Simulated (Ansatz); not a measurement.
Li3Sb:
```xyz
4
Lattice="0.0000 3.2725 3.2725 3.2725 0.0000 3.2725 3.2725 3.2725 0.0000" Properties=species:S:1:pos:R:3 pbc="T T T"
Li     3.2725     3.2725     3.2725
Li     4.9087     4.9087     4.9087
Li     1.6362     1.6362     1.6362
Sb     0.0000     0.0000     0.0000
```

Relaxed with r²SCAN.

Q: Give the Bader charges and basin volumes of the independent atoms, DFT-r²SCAN in the program Ansatz with PAW potentials.

A: 

```csv
atom,Bader charge (e),Bader volume (Å³)
Li1,+0.88,4.3
Li2,+0.85,3.8
Sb4,-2.58,58.2
```

Space group Fm-3m. The workflow started from a Materials Project entry (that database holds measured and hypothetical structures alike); the Crystallography Open Database files this formula in space group No. 225, but the cells were not matched. Whether it is the stable phase at ambient conditions was not checked. Symmetry was held in the r²SCAN relaxation; whether a distortion lowers the energy is not shown. Spin–orbit coupling is left out wherever it is not named.

Potentials: the later of the program's two PAW sets.
